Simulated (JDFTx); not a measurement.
System: TiTe2 monolayer (P-3m1 bulk; lattice of mp-1907, not re-optimised at this level), 1x1 cell of 3 atoms in 3 planes (Te outermost), area 12.67 Å² a face, 3.4 Å between the outermost planes in a cell 19.4 Å high; k mesh 6×6×1, Fermi width 0.01 Ha, no spin polarisation. Whether this polymorph is the ambient one wasn't checked. A free-standing single layer at the bulk's in-plane lattice is a model cell. Neither spin polarisation nor a larger cell was tried.

Method: PBE, GBRV ultrasoft potentials, plane waves to 20/100 Ha, in a modified build of JDFTx. Liquid: CANDLE, water, 1 M NaF. Between zero charge and 0.79 V from it the run gives σ = 8.0 μC/cm², a mean capacitance of 10.2 μF/cm². The liquid has ε = 78.4, a 1:1 salt at 1 M with linear (Debye) response, and T = 298 K.

Working it through: the Debye length, the diffuse-layer capacitance, and the inner capacitance that is left when the two stand in series.

Each ion has density c = 1 × 6.022×10⁻⁴ = 6.022e-04 Å⁻³. λ² = ε kT / (8π (e²/4πε₀) c) with kT = 0.02568 eV and e²/4πε₀ = 14.40 eV Å gives λ = 3.04 Å; the log prints 3.04 Å. C_diffuse = ε₀ε/λ = 228 μF/cm². Then 1/C_inner = 1/10.2 − 1/228, so C_inner = 10.6 μF/cm², which equals a vacuum gap of ε₀/C_inner = 0.83 Å. The diffuse layer takes 4 % of the potential drop; the rest lies between the electrode's charge and the onset of the dielectric, with the electrode's own (quantum) capacitance in it. The split is a model: in the calculation solvent and ions share one smooth cavity.
